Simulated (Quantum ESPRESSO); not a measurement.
Empty bands for a GW run on SrTiO3 (cubic perovskite, space group Pm-3m, No. 221): 120 bands on a 4×4×4 mesh, PBEsol, PseudoDojo standard norm-conserving files, scalar-relativistic, Quantum ESPRESSO. The input, in which only the diagonalization keyword changes:

```
&CONTROL
  calculation = 'nscf'
  pseudo_dir = './pseudo'
  outdir = './out'
/
&SYSTEM
  ibrav = 0
  nat = 5
  ntyp = 3
  ecutwfc = 84.0
  ecutrho = 336.0
  occupations = 'fixed'
  force_symmorphic = .true.
  nbnd = 120
/
&ELECTRONS
  conv_thr = 5e-09
  diago_full_acc = .true.
  diago_thr_init = 1e-08
  diagonalization = 'david'
/
ATOMIC_SPECIES
O 15.9990 O.upf
Ti 47.8670 Ti.upf
Sr 87.6200 Sr.upf
CELL_PARAMETERS angstrom
  3.912700000000   0.000000000000   0.000000000000
  0.000000000000   3.912700000000   0.000000000000
  0.000000000000   0.000000000000   3.912700000000
ATOMIC_POSITIONS crystal
O   0.500000000000   0.000000000000   0.500000000000
O   0.000000000000   0.500000000000   0.500000000000
O   0.500000000000   0.500000000000   0.000000000000
Ti   0.500000000000   0.500000000000   0.500000000000
Sr   0.000000000000   0.000000000000   0.000000000000
K_POINTS automatic
4 4 4 0 0 0
```

| diagonalization | mean iterations per k point | rough time | largest change of an eigenvalue (eV) |
|---|---|---|---|
| david | 24 | 1 | – |
| cg | 37 | about 4× | 2e-07 |
| paro | 16 | within a factor of two | 6e-08 |

An iteration means different work in each solver, so the counts don't rank them. Times are rough ratios from shared machines.

Geometry of the Materials Project entry, not relaxed at this level.
